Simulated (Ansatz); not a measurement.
**Question.** BN in space group P6_3mc (No. 186; Pearson symbol hP12) is relaxed with r²SCAN (plane waves, PAW; program Ansatz). What lattice parameters of the conventional cell result?

**Answer.** a = 2.549 Å, c = 12.543 Å.

**Question.** Give the free coordinates with the occupied sites.

**Answer.** In one choice of origin and axes:

| atom | site | symmetry | x | y | z |
|---|---|---|---|---|---|
| B | 2a | 3m. | 0.0000 | 0.0000 | 0.0001 |
| B | 2b | 3m. | 0.3333 | 0.6667 | 0.3327 |
| B | 2b | 3m. | 0.6667 | 0.3333 | 0.1666 |
| N | 2a | 3m. | 0.0000 | 0.0000 | 0.3744 |
| N | 2b | 3m. | 0.3333 | 0.6667 | 0.2081 |
| N | 2b | 3m. | 0.6667 | 0.3333 | 0.0419 |

**Question.** Is it a metal or does it have a gap at this level?

**Answer.** A gap of 5.75 eV, indirect.

The cell is a constructed one: a structure type filled with these elements. Its sites differ from those of the usual phase in this space group: another stacking or structure type. The cell was relaxed with r²SCAN under the symmetry of its start; whether a distortion lowers the energy is not shown.

Potentials: the later of the program's two PAW sets.
